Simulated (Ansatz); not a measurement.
**Structures of Zr3N2: which is lowest?**

Plane-wave DFT in Ansatz with scalar-relativistic PAW potentials, cutoff 420 eV, Γ-centred meshes chosen by cell and gap, Gaussian smearing with energies taken to zero width. Every cell was relaxed (cell and atoms) in a run of its own, within the symmetry of its start. Functional: PBEsol.

Relaxed structures (starts from databases or built by putting these elements on another compound's sites):
A. R-3c, 10 atoms in the computed cell, a = 5.599 Å, c = 15.581 Å; sites (symmetry × multiplicity) Zr .2 × 18, N 3. × 12; start: database
B. R-3m, 5 atoms in the computed cell, a = 3.241 Å, c = 23.414 Å; sites (symmetry × multiplicity) Zr -3m × 3 + 3m × 6, N 3m × 6; start: built

Q: Rank them by energy. Could pressure change the order?

A:
```tsv
structure	group	E − E(lowest) (meV/atom)	V (Å³/atom)	gap on mesh (eV)
A	R-3c	0.0	14.10	0.00
B	R-3m	10.8	14.20	0.00
```

A is lowest, 11 meV/atom under B. The lowest is also the densest of these, so pressure wouldn't bring one of the others in at first order. Other structures may lie lower than all of these, and vibrations aren't counted.